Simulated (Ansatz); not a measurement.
Computed with Ansatz (plane waves, PAW, 500 eV cutoff): r²SCAN, scalar-relativistic, no spin polarisation, Γ-centred 14×14×12 mesh, 0.05 eV Gaussian smearing. The datasets are Ansatz's generated set soft_2.

The calculation on XC, where X is one element, gave:

| Item | Value |
| --- | --- |
| Space group | P-6m2 (No. 187) |
| Conventional cell | a = 2.912 Å, b = 2.912 Å, c = 2.837 Å, α = 90.00°, β = 90.00°, γ = 120.00° |
| Volume | 10.42 Å³/atom |
| Band gap | zero (metallic) |
| Density of states at the Fermi level | 0.13 states/(eV·atom) |
| Bader charges | X 1.48; C -1.48 e |
| Formation energy from the elements (0 K, uncorrected) | -0.18 eV/atom |
| Bulk modulus (Birch–Murnaghan) | 402 GPa |
| Pressure derivative B0′ | 4.2 |

Sites: X on 1a, C on 1f.

Q: Which element is X?
A. Os
B. W
C. Re
D. Ta

A: B. X is W, so the compound is WC.

The chain of runs began from a measured cell (COD), expanded in volume.

Spin–orbit coupling, which matters for such heavy elements, is left out.
